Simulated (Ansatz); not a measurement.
**LiPdH: strain energy, fitted**

LiPdH, P4/mmm, a = 2.754 Å, c = 3.938 Å. The structure is a Materials Project entry; whether it is the stable form wasn't checked. Ansatz: PBEsol, PAW, 420 eV, Γ-centred 16×16×10 mesh on 3 atoms, Gaussian smearing 0.10 eV; no spin polarisation. Series: biaxial strain in the a-b plane, c and atoms relaxed; x is the strain in per cent. y is the free energy over the unstrained cell, V0 = 9.955 Å³/atom.

```tsv
x (%)	y (meV/atom)
-3.0	20.78
-2.0	9.03
-1.0	?
0.0	0.00
1.0	1.83
2.0	7.31
3.0	15.99
```

Q: Fit y = c2 x² + c3 x³ to the other rows, turn c2 into a modulus, and predict the missing energy.

A: Least squares on the rows shown. y = 2.0421 x² − 0.090297 x³. In eV per unit strain² c2 is 20.42; M is the biaxial modulus (E = M V0 ε²): 20.42 × 160.2 / (9.955) = 329 GPa. At x = -1.0 the fit asked for gives 2.13 meV/atom. The run gave 2.23 meV/atom, so the fit is 0.10 meV/atom too low, within the rms miss on the fitted rows (0.11 meV/atom).